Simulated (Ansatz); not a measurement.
## Mn3Si: constraining the magnetisation

We look at Mn3Si: an experimental structure (space group Fm-3m), with 4 atoms per cell. Source: COD entry 9015794, which need not be the ambient phase.

```xyz
4
Lattice="0.0000 2.8610 2.8610 2.8610 0.0000 2.8610 2.8610 2.8610 0.0000" Properties=species:S:1:pos:R:3 pbc="T T T"
Mn    2.8610    2.8610    2.8610
Mn    1.4305    1.4305    1.4305
Mn    4.2915    4.2915    4.2915
Si    0.0000    0.0000    0.0000
```

Site labels below count the atoms in this order, from 1.

The calculation used DFT, r2SCAN, PAW, plane waves, scalar-relativistic in Ansatz.

```yaml
plane_wave_cutoff: 500 eV
k_point_mesh: 7×7×7 (Γ-centred)
occupations: Fermi–Dirac smearing, 0.1 eV
valence_electrons: 49
```

Moments by site are taken inside atomic spheres; the rest lies between them.

r2SCAN tends to overstate moments and magnetic energies in itinerant metals.

For a metal this mesh leaves errors of several meV/atom.

Each run fixes N↑ − N↓ and starts with that moment spread in parallel over the Mn atoms; no search for lower states follows. F is the free energy per cell, and F(lowest) that of the lowest run, the runs with a free moment included. A row is the solution that its start led to, not a proven minimum at that M. The run at M = 0 starts without moments and gives the spin-unpolarised solution; a state with cancelling moments wasn't tried, and may lie lower. The program warns that the SCF threshold is loose for stress, so pressures can be off by 0.1 GPa or more.

The run at M = 5.07 μB took 8.9 s on 2 threads of Arm Neoverse V2 (shared host), peak memory 0.47 GiB.

| fixed M (μB/cell) | F − F(lowest) (meV/cell) | moments of Mn1 Mn2 Mn3 (μB) | absolute moment (μB) | pressure (GPa) |
| --- | --- | --- | --- | --- |
| 0.00 | 1341 | 0.00 0.00 0.00 | 0.00 | -24.1 |
| 1.27 | 0 | 3.22 -1.04 -1.04 | 5.71 | -7.9 |
| 2.54 | 438 | 2.48 0.02 0.02 | 2.83 | -16.2 |
| 3.80 | 509 | 1.60 1.14 1.14 | 4.12 | -15.4 |
| 5.07 | 491 | 0.72 2.25 2.25 | 6.02 | -4.9 |
| 6.34 | 365 | 0.83 2.78 2.78 | 7.11 | 3.4 |
| 7.61 | 442 | 1.52 3.01 3.01 | 7.98 | 9.1 |
| 8.87 | 729 | 2.87 2.96 2.96 | 9.36 | 15.5 |
| 10.14 | 1115 | 3.44 3.20 3.20 | 10.48 | 27.2 |

The lowest fixed-moment run is the one at M = 1.27 μB (0 meV). With the constraint released: “parallel moments, free total moment [Mn1 4.50, Mn2 4.50, Mn3 4.50 μB]” ends at 6.85 μB, 344 meV; “parallel moments scaled by 0.1, free total moment [Mn1 0.45, Mn2 0.45, Mn3 0.45 μB]” ends at 3.03 μB, 455 meV. Even the best free run lies above a fixed-moment row, so it stopped in a local solution. No free run was started from the rows with opposed moments, so the zero need not be the lowest state of the cell. At M = 1.27 μB the absolute moment far exceeds M, as opposite spins partly cancel within or between atoms, so the M = 0 row needn't join the others. The rows don't fall on one smooth curve: runs end on different branches of solutions, so neighbouring rows can't be interpolated. In some rows rounding makes the starting moments of like atoms unequal, which lowers the symmetry of the run.
